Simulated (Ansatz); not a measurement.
## Optical constants of Cs3HO

Method: Ansatz, DFT PBE, scalar-relativistic, plane waves, PAW. Plane waves to 420 eV; Γ-centred k mesh 6×6×6; Gaussian smearing of 0.01 eV. No spin polarisation.

Relaxed structure:
```
CELL_PARAMETERS angstrom
5.58370 0.00000 0.00000
0.00000 5.58370 0.00000
0.00000 0.00000 5.58370
ATOMIC_POSITIONS crystal
H 0.00000 0.00000 0.00000
O 0.50000 0.50000 0.50000
Cs 0.50000 0.50000 0.00000
Cs 0.50000 0.00000 0.50000
Cs 0.00000 0.50000 0.50000
```

The cell is the ideal cubic antiperovskite prototype; whether it is the stable structure of this composition wasn't checked. Spin–orbit coupling is left out, which matters for heavy elements.

Independent-particle response (no local fields, no excitons) on a 8×8×8 mesh, broadened by 0.1 eV. Light polarised along z. The bands above those solved add 0.20 to ε₁ at zero frequency; that share is added as a constant.

Problem. Tabulate ε₁ and ε₂ against photon energy.

Solution.
| E (eV) | ε₁ | ε₂ |
| --- | --- | --- |
| 0.3 | 3.48 | 0.00 |
| 0.7 | 3.54 | 0.00 |
| 1.1 | 3.61 | 0.11 |
| 1.5 | 3.67 | 0.12 |
| 1.9 | 3.80 | 0.10 |
| 2.3 | 4.23 | 0.27 |
| 2.7 | 4.60 | 0.55 |
| 3.1 | 4.58 | 1.50 |
| 3.5 | 4.86 | 2.71 |
| 3.9 | 3.50 | 1.63 |
| 4.3 | 1.70 | 2.54 |
| 4.7 | 1.79 | 1.61 |
| 5.1 | 2.06 | 1.06 |
| 5.5 | 2.71 | 0.77 |
| 5.9 | 3.09 | 1.55 |

Problem. Where is the highest local maximum of ε₂ between 0.3 and 6 eV?

Solution. At 4.1 eV, where ε₂ = 4.2.

Problem. How do the static value and the gaps compare?

Solution. ε₁(0) = 3.47; on the self-consistent k mesh the Kohn–Sham gap is 0.83 eV and the least direct gap 0.90 eV.

Cost: 1 run of about 2.2 core-minutes, on Arm Neoverse N1 (shared hosts).